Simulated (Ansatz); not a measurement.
Computed properties of CuI

CuI:
```
CELL_PARAMETERS angstrom
      4.21776     0.00000     0.00000
     -2.10888     3.65269     0.00000
      0.00000     0.00000     9.75693
ATOMIC_POSITIONS crystal
  Cu 0.49963 0.00000 0.33333
  Cu 0.00000 0.49963 0.66667
  Cu 0.50037 0.50037 0.00000
  I  0.49999 0.00000 0.83333
  I  0.00000 0.49999 0.16667
  I  0.50001 0.50001 0.50000
```

Space group P6_422 (No. 181); conventional cell a = b = 4.2178 Å, c = 9.7569 Å, α = β = 90.00°, γ = 120.00°.

Method: the program Ansatz at the r²SCAN level (PAW). Structure relaxed to zero pressure with the same functional. Other levels are named where they apply.

### Cell and energy

```yaml
volume_per_atom: 25.05 Å³
density: 6.31 g/cm³
Formation energy from the elements (no fitted shifts): -79 meV/atom
```

### Electronic structure

```yaml
band_gap: 1.13 eV (indirect)
valence_band_maximum: at A
conduction_band_minimum: at Γ
smallest_direct_gap_on_the_standard_path: 1.57 eV
electron_effective_mass: 0.16 mₑ (isotropic)
hole_effective_mass: 0.39, 0.39, 0.64 mₑ (principal values)
```

### Magnetism

```yaml
magnetic_order: non-magnetic (starting moments vanished)
```

### Mechanics

```yaml
Bulk modulus (Birch–Murnaghan fit): 46.3 GPa
Pressure derivative B′: 5.1
```

### Charges

```yaml
bader_charges: Cu +0.40, I -0.40 e
```

The start of the workflow was typed in or built on a structure type; neither database checked (COD, Materials Project) lists it. It is not the phase usual at ambient conditions (space group No. 216). The r²SCAN relaxation kept the symmetry of its start; its stability against distortions is not shown here. The workflow began spin-polarised and lost its moments. Point labels and valley counts follow the cell and symmetry of the run, lower than the named group. The references are the lowest solids computed at this level, not always the standard phases. Scalar-relativistic: spin–orbit coupling is off unless named, which matters more the heavier the elements.

Potentials: the earlier of the program's two PAW sets. The files were generated under PBE; for other functionals the program regenerates the frozen cores, and for LDA and PBEsol the local potential too.
